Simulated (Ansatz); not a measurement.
The elements of this relaxed trial crystal are hidden behind letters.

```
lattice vectors (Å)
   3.4620    0.0000    0.0000
  -1.7310    2.9982    0.0000
   0.0000    0.0000   11.3102
fractional positions
X 0.3333 0.6667 0.6744
X 0.6667 0.3333 0.3256
Z 0.0000 0.0000 0.5000
Z 0.3333 0.6667 0.1299
Z 0.6667 0.3333 0.8701
Q 0.0000 0.0000 0.0000
```

The calculation used DFT PBE, scalar-relativistic, plane waves, PAW (Ansatz 0.2.0). The final run on the 6-atom cell used 420 eV, a Γ-centred 12×12×4 mesh, 0.10 eV smearing and no spin polarisation.

* Space group: P-3m1 (No. 164)
* Conventional cell: a = 3.462 Å, c = 11.310 Å
* Volume per atom: 19.57 Å³
* Density: 6.58 g/cm³
* Formation energy: −0.14 eV/atom
* Gap on the 12×12×4 mesh of the 6-atom cell: 0 eV (a metal)

Energies are uncorrected and count from the elements' standard states at the same level.

Question: X is a lanthanide, Z is a p-block element of period 3 and Q is a p-block element of period 3. Which elements are they?

Answer: X = Lu, Z = Si, Q = P, so the formula is Lu2Si3P. Density times volume gives a mean mass of 6.58 × 19.57/1.6605 = 77.5 u per atom, and this set has 77.5 u. Lu is surrounded by 3 Si at 2.81 Å, 3 Si at 2.98 Å and 6 Lu at 3.46 Å; around Si on a site of symmetry -3m lie 6 Lu at 2.81 Å and 6 Si at 3.46 Å; P is surrounded by 6 Si at 2.48 Å; 1 more site not described. Other sets within the hints have nearly the same mass, so mass alone doesn't settle it; this one was computed.

The cell is a metal run without spin; a magnetic state may lie lower. Symmetry constrained the relaxation, so the result can be a saddle point. Another cell of Lu2Si3P relaxed alike, in P-6m2, lies 0.30 eV/atom lower, so this cell isn't the stable form at this level.
